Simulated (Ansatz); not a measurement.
Bi$_{2}$Te$_{3}$ (Bi2Te3 type, space group R-3m)

```
Bi2Te3
1.0
    2.19356     1.26645    10.09527
   -2.19356     1.26645    10.09527
    0.00000    -2.53291    10.09527
Bi Te
2 3
Direct
  0.40015   0.40015   0.40015
  0.59985   0.59985   0.59985
  0.00000   0.00000   0.00000
  0.20935   0.20935   0.20935
  0.79065   0.79065   0.79065
```

Two-dimensional scan of atom 5 (Te, nearest neighbour Bi at 3.068 Å; its periodic images, 4.4 Å or more away, move with it): u runs along (1.000, 0.000, 0.000), v along (0.000, 0.000, 1.000) (Cartesian). Cell and other atoms are fixed.

Computed with PBE-D3(BJ) (plane waves to 420 eV, PAW, scalar-relativistic; Ansatz, a quantum-chemistry and plane-wave program). k mesh 7×7×7 (Γ-centred), Fermi-Dirac smearing 0.05 eV. The energy includes the smearing's −TS. Points where atoms come too close for the PAW data are left out (x in tables, blank in figures). As the smearing reaches across the gap at some points, energies and forces of such displacements shift with the k mesh and the smearing. Bi2Te3 was relaxed with its symmetry unable to fall. Spin-orbit coupling is left out, though Bi and Te are heavy. The last digit holds for this mesh only.

Changes of ΔE (meV/cell) from the point u = 0.000 Å, v = 0.000 Å when one coordinate moves alone (two changes are said to add if the coupling is within 5 % of the smaller one, nearly so within 20 %):

```json
[
 {"point": "u = 0.000 Å, v = -0.770 Å", "change": "1666.8"},
 {"point": "u = 0.000 Å, v = -0.513 Å", "change": "771.2"},
 {"point": "u = 0.000 Å, v = -0.257 Å", "change": "193.7"},
 {"point": "u = -0.770 Å, v = 0.000 Å", "change": "1045.3"},
 {"point": "u = -0.513 Å, v = 0.000 Å", "change": "473.0"},
 {"point": "u = -0.257 Å, v = 0.000 Å", "change": "120.1"},
 {"point": "u = 0.257 Å, v = 0.000 Å", "change": "120.1"},
 {"point": "u = 0.513 Å, v = 0.000 Å", "change": "473.0"},
 {"point": "u = 0.770 Å, v = 0.000 Å", "change": "1045.3"},
 {"point": "u = 0.000 Å, v = 0.257 Å", "change": "165.3"},
 {"point": "u = 0.000 Å, v = 0.513 Å", "change": "577.0"},
 {"point": "u = 0.000 Å, v = 0.770 Å", "change": "1092.4"}
]
```

Problem. Do the two effects add at u = -0.770 Å, v = 0.513 Å? Give the computed change.

Solution. The sum of the single changes is 1045.3 + (577.0) = 1622.3; the calculation gives 1058.3, so the coupling contributes -564.0 (over 20 % of the smaller single change, not additive).

Problem. Do the two effects add at u = -0.257 Å, v = 0.513 Å? Give the computed change.

Solution. The sum of the single changes is 120.1 + (577.0) = 697.1; the calculation gives 627.8, so the coupling contributes -69.3 (over 20 % of the smaller single change, not additive).

Problem. Do the two effects add at u = -0.257 Å, v = 0.770 Å? Give the computed change.

Solution. The sum of the single changes is 120.1 + (1092.4) = 1212.5; the calculation gives 1134.8, so the coupling contributes -77.7 (over 20 % of the smaller single change, not additive).

(A displaced cell: forces are minus the slopes of the energy, force constants its curvatures, and phonons follow from these.)
